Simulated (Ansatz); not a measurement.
Here is the system:

AlCu:
Space group Pm-3m (No. 221); a = b = c = 2.957 Å, α = β = γ = 90.00°

```
atom  site  symmetry       x       y       z
----  ----  --------  ------  ------  ------
Al      1a      m-3m  0.0000  0.0000  0.0000
Cu      1b      m-3m  0.5000  0.5000  0.5000
```

This is the r²SCAN-relaxed structure.

Q: All from r²SCAN (plane waves, PAW; program Ansatz), unless another level is named. Predict the highest zone-centre frequency.

A: 262 cm⁻¹.

Q: Next, the bulk modulus (Birch–Murnaghan fit)?

A: 1330 kbar.

The workflow started from a Materials Project entry (that database holds measured and hypothetical structures alike); the Crystallography Open Database copy checked does not list it. COD files the formula under space group No. 12. Its standing as an ambient phase is unchecked. The cell was relaxed with r²SCAN under the symmetry of its start. At this level the phase is mechanically unstable. The run is not spin-polarised. As this level gives no gap, phonon frequencies hold no LO–TO term and depend on the k-mesh and smearing (Fermi–Dirac, 0.1 eV here).

Potentials: the later of the program's two PAW sets.
